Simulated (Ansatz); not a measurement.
Ansatz (an electronic-structure program) input:

Ansatz 0.2 input:
```yaml
crystal:
  lattice:
    - [0.0, 2.1901714535, 2.1901714535]
    - [2.1901714535, 0.0, 2.1901714535]
    - [2.1901714535, 2.1901714535, 0.0]
  atoms:
    - { symbol: N, position: [0.0, 0.0, 0.0] }
    - { symbol: Nb, position: [0.5, 0.5, 0.5] }
kpoints:
  mp_grid: { grid: [34, 34, 34] }
hamiltonian:
  xc: pbesol
  pseudopotentials: { kind: paw }
scf:
  occupations: { method: fermi_dirac, width: 0.1 }
elastic: { mode: relaxed_ion, stencil: two_point, amplitude: 0.005, f_tol: 0.0005 }
```

Output (shortened):

```
Pseudopotential: N, paw, valence charge 5
Pseudopotential: Nb, paw, valence charge 13
Functional definition: PBEsol
Crystal: 2 atoms, lattice volume = 21.012 Å³
Basis set: ecut = 420 eV, 411 PW (Γ), exchange–correlation on 48×48×48 points (8 copies of the dense FFT grid, shifted against one another)
Bands: 13, of which v1, the nominal top of the filled ones, is band 9 counted from 1 (8 counted from 0)
Symmetry: 48 space group operations
Space group: Fm-3m (ITA 225), of the structure as read, at distance tolerance 2.8e-5 Å
k-points: 1059 of 39304
SCF iter   1: F=—  HF=-4876.273271 eV  |F-HF|=—  |Δ(HF+E_count)|=         —  Δρ=1.17e-2  dr2=2.76e-2  ethr=1.77e-3  ⟨swp⟩=5.1  Hψ=160757  notcnv=0  defer=91
automatic band count: the SCF goes on with 17 bands, as 13 were too few: the levels above may hold too much charge
preconditioner: auto → none
SCF iter   2: F=—  HF=-4876.269109 eV  |F-HF|=—  |Δ(HF+E_count)|=   4.16e-3  Δρ=7.50e-3  dr2=1.24e-2  ethr=1.53e-4  ⟨swp⟩=1.0  Hψ=26485  notcnv=0  defer=84
SCF iter   3: F=—  HF=-4876.266145 eV  |F-HF|=—  |Δ(HF+E_count)|=   2.96e-3  Δρ=7.71e-4  dr2=7.34e-5  ethr=6.90e-5  ⟨swp⟩=2.0  Hψ=20191  notcnv=0  defer=88
SCF iter   4: F=—  HF=-4876.266121 eV  |F-HF|=—  |Δ(HF+E_count)|=   2.38e-5  Δρ=1.26e-4  dr2=2.99e-6  ethr=4.08e-7  ⟨swp⟩=2.3  Hψ=24967  notcnv=0  defer=88
SCF iter   5: F=—  HF=-4876.266121 eV  |F-HF|=—  |Δ(HF+E_count)|=   1.54e-8  Δρ=1.35e-5  dr2=2.15e-8  ethr=1.66e-8  ⟨swp⟩=2.3  Hψ=22811  notcnv=0  defer=88
SCF iter   6: F=—  HF=-4876.266121 eV  |F-HF|=—  |Δ(HF+E_count)|=   3.14e-8  Δρ=1.34e-6  dr2=7.00e-11  ethr=1.19e-10  ⟨swp⟩=2.1  Hψ=25161  notcnv=0  defer=92
SCF iter   7: F=—  HF=-4876.266121 eV  |F-HF|=—  |Δ(HF+E_count)|=  1.15e-10  Δρ=4.55e-8  dr2=2.04e-13  ethr=3.89e-13 (applied; sched 1.00e-12)  ⟨swp⟩=2.2  Hψ=26456  notcnv=0  defer=283
SCF iter   8: F=-4876.266121 eV  HF=-4876.266121 eV  |F-HF|=9.09e-13  |Δ(HF+E_count)|=  9.09e-13  Δρ=3.51e-9  dr2=1.35e-15  ethr=1.00e-12  ⟨swp⟩=6.9  Hψ=59077  notcnv=0
SCF 1 converged in 8 iterations: F = -4876.266121 eV  dr2 = 1.35e-15
Crystal: 2 atoms, lattice volume = 20.907 Å³
Bands: 17, of which v1, the nominal top of the filled ones, is band 9 counted from 1 (8 counted from 0)
Symmetry: 16 space group operations
k-points: 2844 of 39304
iter 1 solved again at ethr=2.05e-6 eV; its pass at ethr=3.10e-3 eV (dr2=3.69e-4 eV) is discarded
SCF iter   1: F=—  HF=-4876.264972 eV  |F-HF|=—  |Δ(HF+E_count)|=         —  Δρ=1.59e-3  dr2=4.03e-4  ethr=2.05e-6  ⟨swp⟩=2.0  Hψ=273687  notcnv=0  defer=2093
preconditioner: auto → none
SCF iter   2: F=—  HF=-4876.264875 eV  |F-HF|=—  |Δ(HF+E_count)|=   9.74e-5  Δρ=6.29e-4  dr2=6.80e-5  ethr=2.05e-6  ⟨swp⟩=1.0  Hψ=45582  notcnv=0  defer=2093
SCF iter   3: F=—  HF=-4876.264856 eV  |F-HF|=—  |Δ(HF+E_count)|=   1.91e-5  Δρ=8.41e-5  dr2=1.29e-6  ethr=3.78e-7  ⟨swp⟩=1.1  Hψ=45372  notcnv=0  defer=2093
SCF iter   4: F=—  HF=-4876.264855 eV  |F-HF|=—  |Δ(HF+E_count)|=   7.52e-7  Δρ=1.41e-5  dr2=4.13e-8  ethr=7.17e-9  ⟨swp⟩=1.7  Hψ=51851  notcnv=0  defer=2093
SCF iter   5: F=—  HF=-4876.264855 eV  |F-HF|=—  |Δ(HF+E_count)|=   1.03e-8  Δρ=3.38e-6  dr2=7.27e-10  ethr=2.30e-10  ⟨swp⟩=2.2  Hψ=66213  notcnv=0  defer=2093
SCF iter   6: F=—  HF=-4876.264855 eV  |F-HF|=—  |Δ(HF+E_count)|=  9.09e-13  Δρ=2.84e-7  dr2=6.23e-12  ethr=4.04e-12  ⟨swp⟩=2.3  Hψ=57659  notcnv=0  defer=2093
SCF iter   7: F=-4876.264855 eV  HF=-4876.264855 eV  |F-HF|=0.00e0  |Δ(HF+E_count)|=  9.09e-13  Δρ=2.35e-8  dr2=6.15e-14  ethr=1.00e-12  ⟨swp⟩=3.0  Hψ=177008  notcnv=0
SCF 2 converged in 7 iterations: F = -4876.264855 eV  dr2 = 6.15e-14
Crystal: 2 atoms, lattice volume = 21.117 Å³
iter 1 solved again at ethr=6.96e-10 eV; its pass at ethr=3.10e-3 eV (dr2=1.25e-7 eV) is discarded
SCF iter   1: F=—  HF=-4876.265027 eV  |F-HF|=—  |Δ(HF+E_count)|=         —  Δρ=3.82e-5  dr2=1.66e-7  ethr=6.96e-10  ⟨swp⟩=3.0  Hψ=274480  notcnv=0  defer=1272
preconditioner: auto → none
SCF iter   2: F=—  HF=-4876.265027 eV  |F-HF|=—  |Δ(HF+E_count)|=   9.11e-7  Δρ=1.56e-5  dr2=2.31e-8  ethr=6.96e-10  ⟨swp⟩=2.5  Hψ=65504  notcnv=0  defer=1272
SCF iter   3: F=—  HF=-4876.265027 eV  |F-HF|=—  |Δ(HF+E_count)|=   1.98e-9  Δρ=2.51e-6  dr2=4.59e-10  ethr=1.28e-10  ⟨swp⟩=2.0  Hψ=57733  notcnv=0  defer=1272
SCF iter   4: F=—  HF=-4876.265027 eV  |F-HF|=—  |Δ(HF+E_count)|=  1.08e-10  Δρ=2.62e-7  dr2=6.12e-12  ethr=2.55e-12  ⟨swp⟩=1.1  Hψ=45806  notcnv=0  defer=1272
SCF iter   5: F=-4876.265027 eV  HF=-4876.265027 eV  |F-HF|=9.09e-13  |Δ(HF+E_count)|=  2.73e-12  Δρ=2.77e-8  dr2=9.47e-14  ethr=1.00e-12  ⟨swp⟩=3.1  Hψ=173130  notcnv=0
SCF 3 converged in 5 iterations: F = -4876.265027 eV  dr2 = 9.47e-14
Crystal: 2 atoms, lattice volume = 21.012 Å³
Symmetry: 8 space group operations
k-points: 5373 of 39304
iter 1 solved again at ethr=7.48e-8 eV; its pass at ethr=3.10e-3 eV (dr2=1.35e-5 eV) is discarded
SCF iter   1: F=—  HF=-4876.265988 eV  |F-HF|=—  |Δ(HF+E_count)|=         —  Δρ=3.66e-4  dr2=2.41e-5  ethr=7.48e-8  ⟨swp⟩=3.2  Hψ=541917  notcnv=0  defer=3793
preconditioner: auto → none
SCF iter   2: F=—  HF=-4876.265978 eV  |F-HF|=—  |Δ(HF+E_count)|=   9.57e-6  Δρ=1.18e-4  dr2=1.44e-6  ethr=7.48e-8  ⟨swp⟩=2.5  Hψ=130838  notcnv=0  defer=3793
SCF iter   3: F=—  HF=-4876.265978 eV  |F-HF|=—  |Δ(HF+E_count)|=   2.48e-7  Δρ=3.27e-5  dr2=4.90e-8  ethr=7.99e-9  ⟨swp⟩=2.0  Hψ=125944  notcnv=0  defer=3793
SCF iter   4: F=—  HF=-4876.265978 eV  |F-HF|=—  |Δ(HF+E_count)|=   2.90e-8  Δρ=1.73e-6  dr2=1.45e-10  ethr=2.72e-10  ⟨swp⟩=1.5  Hψ=106117  notcnv=0  defer=3793
SCF iter   5: F=—  HF=-4876.265978 eV  |F-HF|=—  |Δ(HF+E_count)|=  1.35e-10  Δρ=9.82e-8  dr2=4.71e-13  ethr=8.04e-13 (applied; sched 1.00e-12)  ⟨swp⟩=2.8  Hψ=134426  notcnv=0  defer=5050
SCF iter   6: F=-4876.265978 eV  HF=-4876.265978 eV  |F-HF|=9.09e-13  |Δ(HF+E_count)|=  9.09e-13  Δρ=1.33e-8  dr2=2.11e-14  ethr=1.00e-12  ⟨swp⟩=4.0  Hψ=239430  notcnv=0
SCF 4 converged in 6 iterations: F = -4876.265978 eV  dr2 = 2.11e-14
Crystal: 2 atoms, lattice volume = 21.012 Å³
iter 1 solved again at ethr=1.70e-10 eV; its pass at ethr=3.10e-3 eV (dr2=3.05e-8 eV) is discarded
SCF iter   1: F=—  HF=-4876.265979 eV  |F-HF|=—  |Δ(HF+E_count)|=         —  Δρ=1.70e-5  dr2=3.34e-8  ethr=1.70e-10  ⟨swp⟩=2.8  Hψ=506823  notcnv=0  defer=2406
preconditioner: auto → none
SCF iter   2: F=—  HF=-4876.265978 eV  |F-HF|=—  |Δ(HF+E_count)|=   9.00e-7  Δρ=7.01e-6  dr2=4.58e-9  ethr=1.70e-10  ⟨swp⟩=1.0  Hψ=84914  notcnv=0  defer=2406
SCF iter   3: F=—  HF=-4876.265978 eV  |F-HF|=—  |Δ(HF+E_count)|=  8.04e-10  Δρ=9.24e-7  dr2=6.46e-11  ethr=2.55e-11  ⟨swp⟩=1.0  Hψ=84924  notcnv=0  defer=2406
SCF iter   4: F=—  HF=-4876.265978 eV  |F-HF|=—  |Δ(HF+E_count)|=  9.09e-13  Δρ=6.15e-8  dr2=3.76e-13  ethr=3.59e-13 (applied; sched 1.00e-12)  ⟨swp⟩=1.0  Hψ=86035  notcnv=0  defer=6259
SCF iter   5: F=-4876.265978 eV  HF=-4876.265978 eV  |F-HF|=9.09e-13  |Δ(HF+E_count)|=    0.00e0  Δρ=1.79e-8  dr2=2.33e-14  ethr=1.00e-12  ⟨swp⟩=4.0  Hψ=249610  notcnv=0
SCF 5 converged in 5 iterations: F = -4876.265978 eV  dr2 = 2.33e-14
SCF converged after 8 iterations
Free energy (F): -4876.266121 eV
Harris-Foulkes:  -4876.266121 eV  (|F-HF|=9.09e-13)
Internal energy: -4876.235584 eV  (E = F + TS)
E sigma→0 (E₀):  -4876.250853 eV
Entropy (-TS):   -0.030536 eV (-15.268 meV/atom)
Fermi energy:    20.659055 eV
--- Per-component energies (eV) ---
  E_band       = -8.227169
  E_kinetic    = 528.817576
  E_local      = -716.514245  (includes V_loc(G=0)·N_el)
  E_nonlocal   = 165.578201
  E_hartree    = 215.961696
  E_xc         = -235.790238
  E_vxc        = -290.949210  (∫ρ·V_xc dr)
  E_paw        = -3139.674114  (= ΣΔE_a)
  E_vpaw       = -127.082980  (= ΣTr[D̂ρ^β])
  E_aug_tail   = 0.000096  (compensation charges beyond the density's cutoff)
  E_ewald      = -1694.831365
  E_core_change = 0.216808  (= ΣΔE_core)
  E_smearing   = -0.030536  (= −TS)
  E_closure    = 0.000000  (closes the sum)
  Σ components = -4876.266121   (vs F -4876.266121, Δ=0.00e0)
  [band-id]    e_kinetic+e_local+e_nonlocal+2·e_hartree+e_vxc+e_vpaw+e_augmentation_tail = -8.227170   (vs E_band -8.227169, Δ=-1.99e-7)
--- Forces (eV/Å), atoms counted from 1 ---
  atom   1  N      0.00000000     0.00000000     0.00000000
  atom   2  Nb     0.00000000     0.00000000     0.00000000
  max |Σ_I F_I| component: 0.0 eV/Å
--- Stress (GPa, compression-positive) ---
        0.092896       0.000000       0.000000
        0.000000       0.092896       0.000000
        0.000000       0.000000       0.092896
  P = ⅓ Tr σ = 0.0929 GPa (0.929 kbar)
--- Band table (eV; the first three rows and the last of 1059) ---
  k-point 0: bands = ["-35.5883", "-11.2715", "-11.2715", "-11.2715", "3.0438", "17.3151", "17.3151", "17.3151", "18.6186", "18.6186", "18.6186", "20.5049", "20.5049", "23.9555", "29.9478", "43.5078", "43.5078"]
  k-point 1: bands = ["-35.5871", "-11.2819", "-11.2723", "-11.2723", "3.0636", "17.1886", "17.2198", "17.2198", "18.6579", "18.6579", "18.6948", "20.6038", "20.6038", "24.0092", "30.0074", "43.2580", "43.3934"]
  k-point 2: bands = ["-35.5835", "-11.3125", "-11.2748", "-11.2748", "3.1226", "16.8748", "16.9754", "16.9754", "18.7567", "18.7567", "18.8639", "20.8776", "20.8776", "24.1651", "30.1827", "42.6509", "43.0611"]
  k-point 1058: bands = ["-35.3969", "-11.9377", "-11.8861", "-11.6709", "4.4104", "13.9290", "14.6075", "14.6095", "20.2686", "20.8553", "23.5601", "24.2079", "25.3051", "32.3022", "32.4515", "32.8643", "36.7801"]
--- Elastic constants: 2 strain directions × 2 members + reference (group order 48) ---
  dense FFT box of the reference and of every strained cell: 24×24×24
  strains applied: 11, 23; error gains: componentwise 1.00 (the most a stress slope's error grows in a printed constant), spectral 1.73 (1 for all six strains …
  C = ∂σ_k/∂η_j (tension-positive GPa; Voigt order 11 22 33 23 13 12):
       720.815    139.360    139.360      0.000      0.000      0.000
       139.360    720.815    139.360      0.000      0.000      0.000
       139.360    139.360    720.815      0.000      0.000      0.000
         0.000      0.000      0.000     87.218      0.000      0.000
         0.000      0.000      0.000      0.000     87.218      0.000
         0.000      0.000      0.000      0.000      0.000     87.218
  reference stress σ⁰ (GPa):     -0.093     -0.093     -0.093      0.000      0.000      0.000
  C* (energy form; C + prestress term) asymmetry max|C*_kj − C*_jk| = 5.684e-14 GPa — a small one proves nothing (zero by symmetry where the batch's group is …
  moduli (Voigt/Reuss/Hill, GPa): K = 333.18/333.18/333.18   G = 168.62/121.14/144.88   E = 379.61   ν = 0.310
  mechanically stable: yes (min eigenvalue of sym C = 87.22 GPa)
  where every solve meets its electron count the energy-path curvature estimates C_jj along a normal strain and C_jj − ¼(σ⁰_aa + σ⁰_bb) along a shear (ab), of …
  strain η (Voigt 11):  stress-route row diagonal C_11 = 720.82 GPa, energy-path curvature d²(F+E_count+ΔE)/dδ²/Ω₀ = 720.72 GPa
         δ    σ_11 (GPa)             F (eV)   n_scf  n_hpsi   n_pw
    -5.000e-3      -3.8103       -4876.2648551       7  752746    424   relax 0 steps, max|allowed force component| 0.0 eV/Å
     5.000e-3       3.3979       -4876.2650266       5  652097    428   relax 0 steps, max|allowed force component| 0.0 eV/Å
  strain η (Voigt 23):  stress-route row diagonal C_44 = 87.22 GPa, energy-path curvature d²(F+E_count+ΔE)/dδ²/Ω₀ = 87.30 GPa
         δ    σ_23 (GPa)             F (eV)   n_scf  n_hpsi   n_pw
    -5.000e-3      -0.4361       -4876.2659777       6  1345352    424   relax 0 steps, max|allowed force component| 0.0 eV/Å
     5.000e-3       0.4361       -4876.2659777       5  1079162    424   relax 0 steps, max|allowed force component| 0.0 eV/Å
```

Cost: roughly 5 core-minutes on shared cores.

The PBEsol relaxation kept the symmetry of its start. The run is not spin-polarised. As this level gives no gap, shear constants depend on the k-mesh and smearing (Fermi–Dirac, 0.1 eV here). Scalar-relativistic: spin–orbit coupling is off unless named, which matters more the heavier the elements.

Potentials: the later of the program's two PAW sets.

Ansatz is a plane-wave DFT program.
